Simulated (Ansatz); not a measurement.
Task: Each is relaxed and computed with DFT-r²SCAN in the program Ansatz with PAW potentials. Which is the only metal?
(A) HoSb, rock salt
(B) TePb, rock salt
(C) AgCl, rock salt
(D) AlN, rock salt

Result: A, HoSb, rock salt. HoSb: metal; AgCl: gap 1.48 eV (indirect); AlN: gap 5.52 eV (indirect); TePb: gap 1.09 eV (direct). The 4f shell is in the valence, and the state reached may lie above the lowest one. Spin orders computed, not proven ground states: HoSb, rock salt ferromagnetic. Not the usual ambient phase: AlN, rock salt. Standing as an ambient phase not checked: HoSb, rock salt. All cells were relaxed under the symmetry of their starts (and spin orders); stability against distortions was not tested throughout. Rows with no word on spin ran without spin polarisation. No Hubbard U is applied. Spin–orbit coupling is left out wherever it is not named.

Potentials: the later of the program's two PAW sets.
